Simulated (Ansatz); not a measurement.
Li3AlH6 — electric field gradients

The cell is a structure deposited in the COD, its atoms then relaxed with PBE in this cell.

Space group R-3:H (No. 148); a = 8.0712, c = 9.5130 Å, γ = 120.00°.

| site | Wyckoff | site symmetry | x | y | z |
| --- | --- | --- | --- | --- | --- |
| Li | 18f | 1 | 0.9565 | 0.2247 | 0.2923 |
| Al7 | 3b | -3. | 0.0000 | 0.0000 | 0.5000 |
| Al8 | 3a | -3. | 0.0000 | 0.0000 | 0.0000 |
| H9 | 18f | 1 | 0.4997 | 0.1379 | 0.4330 |
| H15 | 18f | 1 | 0.1600 | 0.1830 | 0.3883 |

One atom of each set is listed; the run and its k-mesh use a cell of 20 atoms with edges of 5.64, 5.64, 5.64 Å.

The numbers come from a DFT calculation in Ansatz (PBE, plane waves and PAW, scalar-relativistic, 420 eV cutoff, Γ-centred 5×5×5 k-points, Fermi–Dirac smearing 0.02 eV).

C_Q = eQV_zz/h, which is 24.18 MHz for Q = 1 b and V_zz = 10²¹ V/m²; η = (V_xx − V_yy)/V_zz.

Li-6: I = 1, Q = -0.8080 mb; ²⁷Al: I = 5/2, Q = 146.6 mb; ²H: I = 1, Q = 2.858 mb. Nuclear quadrupole moments: year-2017 set (Pyykkö).

```csv
site,atoms,first shell,"V_xx, V_yy, V_zz (10²¹ V/m²)",η,C_Q (MHz)
Li,6,6 H at 1.91–2.11 Å,"0.010, 0.037, -0.048",0.57,0.001
Al7,1,6 H at 1.75 Å,"0.21, 0.21, -0.42",0.00,-1.50
Al8,1,6 H at 1.75 Å,"-0.32, -0.32, 0.64",0.00,2.27
H9,6,"1 Al at 1.75 Å, 3 Li at 1.91–2.11 Å; also 1 Li at 3.12 Å","-0.26, -0.33, 0.59",0.11,0.041
H15,6,"1 Al at 1.75 Å, 3 Li at 1.95–2.05 Å; also 1 Li at 3.10 Å","-0.22, -0.36, 0.59",0.24,0.041
```

An axis of threefold or higher order runs through Al7 and Al8, so V_zz lies along it and η is zero. At H9 and H15 V_zz points along its shortest bond, to Al (within 7°) in each case.
